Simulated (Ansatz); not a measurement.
## Zone-centre phonons of TaN at 18 GPa: input and output

Method: Ansatz, DFT LDA, scalar-relativistic, plane waves, PAW.

Launched with:
```bash
ansatz run input.yaml --threads 1 --pin off --max-ram 3072MiB --backend cpu --events-out ev --progress --plain --runs-dir out
```

Input (bare energies are in eV):
```yaml
crystal:
  lattice:
    - [2.862545716, 0.0, 0.0]
    - [-1.431272858, 2.4790373095, 0.0]
    - [0.0, 0.0, 2.8155520866]
  atoms:
    - { symbol: Ta, position: [0.3333333333, 0.6666666667, 0.5] }
    - { symbol: "N", position: [0.0, 0.0, 0.0] }
basis:
  ecutwfc: 420
kpoints:
  mp_grid: { grid: [18, 18, 14] }
hamiltonian:
  xc: lda
scf:
  occupations: { method: fermi_dirac, width: 0.15 }
output:
  eigenvalues: true
phonons:
  method: dfpt
  eigenvectors: true
```

The end of the output:
```
--- Phonons (Γ-DFPT): 4 representative perturbations + reference, on 728 of 4536 k-points (Σ response iterations 12) ---
  k mesh reduced under 4 symmetry operations, with k and −k counted as one. Each operation leaves every solved displacement unchanged or reverses it
  ASR residual: 1.674e-4 → 0.000e0 eV/Å²; symmetrization residual: 4.555e-7 eV/Å²
  ASR residual per site (eV/Å²): 1.67e-4 3.54e-5
  Γ frequencies (cm⁻¹): 0.00 0.00 0.00 580.73 580.73 623.64
  non-analytic LO–TO correction: not included (Born effective charges unavailable; polar crystals: no LO–TO splitting at Γ)
```

It took 2.9 min on 1 thread of AMD EPYC (Zen 3) (shared host), peak memory 0.85 GiB.

In a metal, frequencies and elastic constants depend on the k mesh and the smearing, soft modes and shear constants most. Spin–orbit coupling is left out, which matters for heavy elements. Other phases may be more stable at this pressure. A semilocal functional can close a gap that the real compound has.

This form isn't the usual stable structure of the compound at low pressure.